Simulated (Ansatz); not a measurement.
## YGeF5: from a guess to a relaxed structure

Level of theory: Ansatz 0.2.0, DFT PBE, scalar-relativistic, plane waves, PAW. Cutoff 420 eV, Gaussian smearing, Γ-centred meshes. Cell and atoms relax first on a coarse mesh and then on a converged one. In between, the cell is made exact in the group found at 0.06 Å. The steps can't lower the symmetry of their start. No spin polarisation.

A trial structure of YGeF5 was built thus: random cell by space group and Wyckoff sites (F-43m, No. 216). Lengths were set from tabulated atomic sizes, so they are only a guess.

```
Y Ge F
1.0
     0.00000    3.65007    3.65007
     3.65007    0.00000    3.65007
     3.65007    3.65007    0.00000
Y Ge F
1 1 5
Direct
  0.75000 0.75000 0.75000
  0.50000 0.50000 0.50000
  0.00000 0.00000 0.00000
  0.35623 0.35623 0.35623
  0.35623 0.35623 0.93131
  0.35623 0.93131 0.35623
  0.93131 0.35623 0.35623
```

Formation energies are uncorrected and refer to the elements' standard structures at the same level (F₂ as a molecule).

Question: Which structure results?

Answer: The symmetry stays F-43m (No. 216). The volume per atom grows by 17.8 %, from 13.9 to 16.4 Å³. The shortest distance goes from 1.82 Å (Ge–F) to 1.81 Å (Ge–F). The energy falls by about 0.09 eV/atom (the start's value is from the coarse mesh). The end is written in a standard setting, so origin, axes and order of atoms can differ from the start's. Conventional cell: a = 7.709 Å. Y has 16 F at 3.22–3.34 Å and 4 Ge at 3.34 Å; Ge is surrounded by 4 F at 1.81 Å and 4 Y at 3.34 Å; F on a site of symmetry -43m has 12 F at 3.17 Å and 4 Y at 3.34 Å; F on a site of symmetry 3m has 1 Ge at 1.81 Å, 3 F at 2.49 Å, 3 F at 2.96 Å, 3 F at 3.17 Å and 3 Y at 3.22 Å.

```xyz
7
Lattice="0.0000 3.8546 3.8546 3.8546 0.0000 3.8546 3.8546 3.8546 0.0000" Properties=species:S:1:pos:R:3 pbc="T T T"
Y     5.7819    5.7819    5.7819
Ge    3.8546    3.8546    3.8546
F     0.0000    0.0000    0.0000
F     2.8083    4.9009    4.9009
F     4.9009    2.8083    4.9009
F     4.9009    4.9009    2.8083
F     2.8083    2.8083    2.8083
```

Question: How does it come out in energy, and is it a metal?

Answer: The energy over the elements is −1.772 eV/atom and the gap on the 8×8×8 mesh of the 7-atom cell is 0.59 eV.

It lies below the elements, which doesn't yet make it stable against other compounds or structures.

The last run used Gaussian smearing of 0.02 eV. Kohn–Sham gaps at this level usually fall short of measured ones. Symmetry constrained the relaxation, so the result can be a saddle point. In all, the 3 runs took 61 s on 1 thread of Intel(R) Xeon(R) Platinum 8375C CPU @ 2.90GHz (Ice Lake) (shared host).
